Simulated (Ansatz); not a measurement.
VO2 (rutile)

```xyz
6
Lattice="4.5372 0.0000 0.0000 0.0000 4.5372 0.0000 0.0000 0.0000 2.8031" Properties=species:S:1:pos:R:3 pbc="T T T"
V      0.0000     0.0000     0.0000
V      2.2686     2.2686     1.4016
O      1.3565     1.3565     0.0000
O      3.6251     0.9121     1.4016
O      0.9121     3.6251     1.4016
O      3.1807     3.1807     0.0000
```

E(V) scan at fixed shape, V₀ the volume above. The atoms relax within the cell's symmetry.

Method: PBEsol (plane waves to 420 eV, PAW, scalar-relativistic; Ansatz, an electronic-structure program). k mesh 10×10×17 (Γ-centred), Fermi-Dirac smearing 0.05 eV. The energy includes the smearing's −TS. Stress and pressure are positive under compression. With the shape held, the modulus is that of even scaling; a crystal free to change shape is softer. Relaxed VO2 ends ferromagnetic. The PAW data are Ansatz's earlier set. This is a high-temperature form of VO2. VO2 is run spin-polarised and with no Hubbard U. VO2 was relaxed with its symmetry unable to fall. The magnetic order is the one the run started from; other orders were not tried. ΔE is measured from the relaxed starting cell. The last digit holds for this mesh only.

```json
[
 {"V (Å³/atom)": "8.656", "ΔE (meV/atom)": "90.6"},
 {"V (Å³/atom)": "8.896", "ΔE (meV/atom)": "48.5"},
 {"V (Å³/atom)": "9.137", "ΔE (meV/atom)": "20.5"},
 {"V (Å³/atom)": "9.377", "ΔE (meV/atom)": "4.9"},
 {"V (Å³/atom)": "9.618", "ΔE (meV/atom)": "0.0"},
 {"V (Å³/atom)": "9.858", "ΔE (meV/atom)": "4.5"},
 {"V (Å³/atom)": "10.099", "ΔE (meV/atom)": "withheld"},
 {"V (Å³/atom)": "10.339", "ΔE (meV/atom)": "36.5"},
 {"V (Å³/atom)": "10.579", "ΔE (meV/atom)": "61.8"}
]
```

Question: Fit a third-order Birch-Murnaghan form (E₀, V₀, B₀, B₀′ free) to the given rows and predict ΔE at V = 10.099.

Answer: Least squares on the 8 given rows: ΔE = E₀ + (9V₀B₀/16)·y²·[2 + (B₀′ − 4)y], y = (V₀/V)^(2/3) − 1, with V₀ = 9.617 Å³/atom, B₀ = 247.0 GPa (160.2 GPa = 1 eV/Å³; the term in eV is multiplied by 1000), B₀′ = 4.72, E₀ = 0.07 meV/atom; root-mean-square residual 0.07 meV/atom. At 10.099 the fit gives 17.0 meV/atom; the calculation gives 17.0 meV/atom, the same to the digits shown. For the pressure the fit gives -10.8 GPa against the computed -10.8 GPa.

(A scan under strain: stresses follow from slopes of the energy per volume, elastic moduli from its curvatures.)
